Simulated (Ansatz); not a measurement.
CaI2:
```
CELL_PARAMETERS angstrom
      4.48979     0.00000     0.00000
     -2.24490     3.88828     0.00000
      0.00000     0.00000     7.05712
ATOMIC_POSITIONS crystal
  Ca 0.00000 0.00000 0.00000
  I  0.33333 0.66667 0.25021
  I  0.66667 0.33333 0.74979
```

x, y and z are the axes in which the lattice vectors are written.

Give the high-frequency dielectric tensor and the Born effective charge tensors of the independent atoms from DFPT, r²SCAN+D4 (plane waves, PAW; program Ansatz).


ε∞:
```
3.60  0.00  0.00
0.00  3.60  0.00
0.00  0.00  3.30
```
Z* of atom 1 (Ca), rows: field, columns: displacement, in e:
```
2.43  0.00  0.00
0.00  2.43  0.00
0.00  0.00  1.57
```
Z* of atom 2 (I), rows: field, columns: displacement, in e:
```
-1.22   0.00   0.00
 0.00  -1.22   0.00
 0.00   0.00  -0.78
```

Static charges for comparison (Bader): Ca1 +1.52, I2 -0.76 e. Born charges measure polarisation by displacement and can exceed these by far.

Space group P-3m1 (CdI2 type). The first step of the workflow began from a Materials Project structure, measured or hypothetical; the Crystallography Open Database files this formula in space group No. 164, but the cells were not matched. Its standing as an ambient phase is unchecked. The r²SCAN+D4 relaxation kept the symmetry of its start; phonons on a q-mesh show no instability. Spin–orbit coupling is left out wherever it is not named.

Potentials: the later of the program's two PAW sets.
